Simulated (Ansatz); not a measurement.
F in its lowest state found on the top face of a (110) slab of CoSi2 (Fm-3m (No. 225)), 4 planes, outer planes CoSi2 (top) and CoSi2 (bottom); 1 a cell of 39.79 Å², its atoms last:

```xyz
25
Lattice="7.5013 0.0000 0.0000 0.0000 5.3042 0.0000 0.0000 0.0000 24.6260" Properties=species:S:1:pos:R:3 pbc="T T T"
Co    1.8753    2.6521    8.5000
Co    5.6260    2.6521    8.5000
Si    3.7507    3.9782    8.5000
Si    0.0000    3.9782    8.5000
Si    3.7507    1.3261    8.5000
Si    0.0000    1.3261    8.5000
Co    3.7507    0.0000   10.3753
Co    0.0000    0.0000   10.3753
Si    5.6260    1.3261   10.3753
Si    1.8753    1.3261   10.3753
Si    5.6260    3.9782   10.3753
Si    1.8753    3.9782   10.3753
Co    5.6664    2.6521   12.2274
Co    1.8350    2.6521   12.2274
Si    0.0000    4.0404   12.3582
Si    3.7507    3.9754   12.2609
Si    0.0000    1.2638   12.3582
Si    3.7507    1.3288   12.2609
Co    0.0000    0.0000   14.3883
Co    3.7507    0.0000   14.1327
Si    1.9234    1.3628   14.1134
Si    5.5779    1.3628   14.1134
Si    1.9234    3.9414   14.1134
Si    5.5779    3.9414   14.1134
F     0.0000    0.0000   16.1838
```

Computed with Ansatz, DFT PBE+D3(BJ), scalar-relativistic, plane waves, PAW. Plane waves to 420 eV, a k mesh through Γ of 4×6×1 on the computed 25-atom cell and Gaussian smearing (0.10 eV); no spin polarisation. The cell repeats along c with a dipole correction in the vacuum.

The clean top face has a work function of 4.96 eV. Adsorption changes the slab's dipole along +c by Δp = -0.3100 e·Å a cell (-1.49 D an adsorbate).

Question: What change of work function does the Helmholtz equation give?

Answer: A sheet of dipoles makes a step in an electron's potential energy of −e·Δp/(ε0·A), and e/ε0 = 180.95 eV·Å for Δp in e·Å: −180.95 × (-0.3100)/39.79 = +1.41 eV. This is the change of φ(top) − φ(bottom). If the bottom face is unmoved, φ(top) becomes 6.37 eV.

Question: How does that compare with the calculation?

Answer: φ(top) changes by +1.39 eV and φ(bottom) by -0.02 eV, so their difference changes by +1.41 eV. The bottom face hardly moves.

Question: What does the sign say about the electrons?

Answer: The change of dipole points into the surface (negative end outward), so the work function rises. Electrons gather on the vacuum side. Δp also holds the adsorbate's own dipole and the moves of the surface atoms, so it isn't a charge transfer alone.

Spin polarisation was left out, and a magnetic state may lie lower. An atom lies near a switch of its D3 coefficient C6 between reference coordination numbers, so the dispersion energy changes steeply there and can make or shift the minimum.

Cost: 3 runs of about 61 core-minutes in all, on Intel Xeon Platinum 8375C (Ice Lake) (shared hosts).